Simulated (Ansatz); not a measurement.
BN:
```xyz
8
Lattice="2.4882 0.0000 0.0000 -1.2441 2.1549 0.0000 0.0000 0.0000 13.6432" Properties=species:S:1:pos:R:3 pbc="T T T"
B      0.0000     1.4366     1.6202
B      1.2441     0.7183     8.4419
B      1.2441     0.7183    12.0230
B      0.0000     1.4366     5.2014
N      0.0000     1.4366     8.4431
N      1.2441     0.7183     1.6215
N      1.2441     0.7183     5.2001
N      0.0000     1.4366    12.0217
```

Relaxed with LDA. Special points in fractions of this cell's reciprocal vectors: Γ (0.000, 0.000, 0.000); M (0.500, 0.000, 0.000); K (0.333, 0.333, 0.000); A (0.000, 0.000, 0.500); L (0.500, 0.000, 0.500); H (0.333, 0.333, 0.500).

Problem. List the band energies nearest the valence-band maximum at these points for LDA in the plane-wave PAW code Ansatz.

Solution. In eV from the valence-band maximum; about four levels below and three above (degenerate sets whole), none deeper than 8.9 eV; points with the same levels are listed once.

| k | below | above |
|---|---|---|
| Γ | -1.48 -1.48 -1.47 -1.47 | 4.57 6.52 7.22 |
| M | -1.64 -1.24 -1.06 -0.61 | 3.68 4.42 4.57 |
| K | -0.38 -0.38 -0.05 -0.05 | 4.06 4.06 4.85 4.85 |
| A | -1.47 -1.47 -1.47 -1.47 | 5.22 5.22 8.70 8.70 |
| L | -1.51 -1.51 -0.77 -0.77 | 3.91 3.91 5.14 5.14 |
| H | -0.37 -0.37 -0.05 -0.05 | 4.07 4.07 4.84 4.84 |

Space group P6_3/mmc. The cell is a constructed one: a structure type filled with these elements. Its sites differ from those of the usual phase in this space group: another stacking or structure type. Symmetry was held in the LDA relaxation; phonons on a q-mesh show weakly imaginary modes. The volume moved by 53 % from the start of the relaxation. A crystal of weakly bound layers computed without a dispersion correction: the cell and the soft elastic constants depend strongly on that.

Potentials: the later of the program's two PAW sets.
